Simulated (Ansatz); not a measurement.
ZnGaNO:
```
CELL_PARAMETERS angstrom
      3.35181     0.00000     0.00000
     -1.67590     2.90275     0.00000
      0.00000     0.00000     9.18317
ATOMIC_POSITIONS crystal
  Ga 0.33333 0.66667 0.97014
  N  0.33333 0.66667 0.18700
  Ga 0.66667 0.33333 0.24525
  N  0.66667 0.33333 0.46406
  Zn 0.33333 0.66667 0.47607
  O  0.33333 0.66667 0.75155
  Zn 0.66667 0.33333 0.69603
  O  0.66667 0.33333 0.95618
```

Relaxed with r²SCAN. r²SCAN in the plane-wave PAW code Ansatz gives a gap of 0.21 eV.

**Question.** What gap does HSE06 give on the same cell (Ansatz, PAW)?

**Answer.** 1.18 eV, 0.97 eV more. The hybrid was solved on a coarser mesh and at special points; the gap given is the minimum over both.

Cost on shared cores: the r²SCAN run (SCF on a 10×10×3 mesh, then bands and DOS) around 6 core-minutes (rough), the HSE06 run (SCF on 6×6×2, then a few points) roughly 5 core-minutes; the tasks are unlike.

Space group P3m1. The start of the workflow was typed in or built on a structure type; the Crystallography Open Database copy checked does not list it. Its standing as an ambient phase is unchecked. The r²SCAN relaxation kept the symmetry of its start; its stability against distortions is not shown here. Spin–orbit coupling is left out wherever it is not named.

Potentials: the earlier of the program's two PAW sets.
